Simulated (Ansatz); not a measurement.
Input:

Cd5TeS4:
```yaml
crystal:
  lattice:
    - [-2.08836, 2.08836, 14.60546]
    - [2.08836, -2.08836, 14.60546]
    - [2.08836, 2.08836, -14.60546]
  atoms:
    - { symbol: Cd, position: [0.81029, 0.81029, 0.00000] }
    - { symbol: Cd, position: [0.18971, 0.18971, 0.00000] }
    - { symbol: Cd, position: [0.59455, 0.59455, 0.00000] }
    - { symbol: Cd, position: [0.40545, 0.40545, 0.00000] }
    - { symbol: Cd, position: [0.00000, 0.00000, 0.00000] }
    - { symbol: Te, position: [0.75000, 0.25000, 0.50000] }
    - { symbol: S, position: [0.14202, 0.64202, 0.50000] }
    - { symbol: S, position: [0.35798, 0.85798, 0.50000] }
    - { symbol: S, position: [0.54729, 0.04729, 0.50000] }
    - { symbol: S, position: [0.95271, 0.45271, 0.50000] }
```

This is the LDA-relaxed structure. x, y and z are the axes in which the lattice vectors are written.

Question: All from the program Ansatz at the LDA level (PAW), unless another level is named. Predict the Hill bulk and shear moduli.

Answer: 62.6 and 17.3 GPa.

Question: And the piezoelectric stress constants (proper, relaxed ions, C/m²)?

Answer: e15 = -0.19, e24 = 0.19, e31 = -0.23, e32 = 0.23.

Space group I-4m2. The first step of the workflow began from a Materials Project structure, measured or hypothetical; the Crystallography Open Database copy checked does not list it. Whether it is the stable phase at ambient conditions was not checked. The LDA relaxation kept the symmetry of its start; whether a distortion lowers the energy is not shown. Spin–orbit coupling is left out wherever it is not named.

Potentials: the later of the program's two PAW sets.
